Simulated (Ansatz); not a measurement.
A relaxed cell of SnGe5 is given with its symmetry left out. The cell was found from a structure generator's guess, not taken from experiment.

Level of theory: DFT PBE, scalar-relativistic, plane waves, PAW (Ansatz 0.2.0). Cutoff 420 eV, Γ-centred mesh, Gaussian smearing, no spin polarisation.

```yaml
crystal:
  lattice:
    - [7.72667, 0.00000, 0.00000]
    - [0.00000, 7.72667, 0.00000]
    - [0.00000, 0.00000, 2.73753]
  atoms:
    - { symbol: Sn, position: [0.00000, 0.00000, 0.50000] }
    - { symbol: Ge, position: [0.26283, 0.26283, 0.50000] }
    - { symbol: Ge, position: [0.73717, 0.73717, 0.50000] }
    - { symbol: Ge, position: [0.73717, 0.26283, 0.50000] }
    - { symbol: Ge, position: [0.26283, 0.73717, 0.50000] }
    - { symbol: Ge, position: [0.50000, 0.50000, 0.50000] }
```

Formation energies are uncorrected and refer to the elements' standard structures at the same level. The references include grey tin.

**Question.** What space group does it have?

**Answer.** P4/mmm (No. 123). Conventional cell: a = 7.727 Å, c = 2.738 Å. Around Sn lie 2 Sn at 2.74 Å and 4 Ge at 2.87 Å; Ge on a site of symmetry m2m is surrounded by 3 Ge at 2.59–2.74 Å and 1 Sn at 2.87 Å; Ge on a site of symmetry 4/mmm has 6 Ge at 2.59–2.74 Å.

**Question.** How far does it lie from the elements in energy?

**Answer.** +0.57 eV/atom. A positive value: parting into the elements would lower its energy.

**Question.** Is it a metal?

**Answer.** Yes, bands cross the Fermi level on the 6×6×14 mesh.

The last run used a 6×6×14 mesh (in the run's order of axes) for its 6-atom cell and Gaussian smearing of 0.10 eV. A structure relaxed within its symmetry needn't be a true minimum. Another cell of SnGe5 relaxed alike, in P-62m, lies 276 meV/atom lower, so this cell isn't the stable form at this level.
